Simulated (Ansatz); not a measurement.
Ti (hcp (Mg type), space group No. 194) under volume change, plane-wave PAW PBEsol (Ansatz code), shape and atoms relaxed at each volume.

| V (Å³/atom) | E − E(relaxed) (meV/atom) | P (GPa) |
|---|---|---|
| 15.212 | 58.2 | 13.31 |
| 15.714 | 24.7 | 8.26 |
| 16.215 | … | … |
| 16.717 | 0.0 | 0.00 |
| 17.218 | 5.4 | -3.36 |
| 17.720 | … | … |
| 18.222 | 44.3 | -8.83 |

Problem. Some entries are withheld; supply them.

Solution. 
- 17.720, E − E(relaxed) (meV/atom): 20.6
- 17.720, P (GPa): -6.28
- 16.215, E − E(relaxed) (meV/atom): 5.9
- 16.215, P (GPa): 3.84

Problem. What does a third-order Birch–Murnaghan fit give for V₀, B₀ and B′?

Solution. V₀ = 16.72 Å³/atom, B₀ = 119 GPa, B′ = 3.6.

Space group P6_3/mmc (hcp (Mg type)). The PBEsol relaxation kept the symmetry of its start; of distortions, only those at the zone centre were tested. The run is not spin-polarised.

Potentials: the earlier of the program's two PAW sets.
